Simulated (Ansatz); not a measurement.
MoS₂:
```
CELL_PARAMETERS angstrom
      3.17410     0.00000     0.00000
     -1.58705     2.74885     0.00000
      0.00000     0.00000    12.48679
ATOMIC_POSITIONS crystal
  Mo 0.33333 0.66667 0.25000
  Mo 0.66667 0.33333 0.75000
  S  0.33333 0.66667 0.62561
  S  0.66667 0.33333 0.12561
  S  0.66667 0.33333 0.37439
  S  0.33333 0.66667 0.87439
```

DFT-r²SCAN+D4 in the program Ansatz with PAW potentials gives a gap of 1.06 eV without spin–orbit coupling, maximum at Γ, minimum on the K–Γ line, 47 % of the way from K.

What happens when spin–orbit coupling is switched on?

The gap falls by 0.01 eV, to 1.05 eV; maximum at Γ, minimum on the K–Γ line, 47 % of the way from K.

Give the electron effective mass with spin–orbit coupling.

0.57, 0.58, 0.83 mₑ (principal values).

Give the hole effective mass with spin–orbit coupling.

0.71, 0.71, 0.86 mₑ (principal values).

Space group P6_3/mmc. The cell was relaxed with r²SCAN+D4 under the symmetry of its start. No spin polarisation was allowed.

Potentials: the later of the program's two PAW sets.
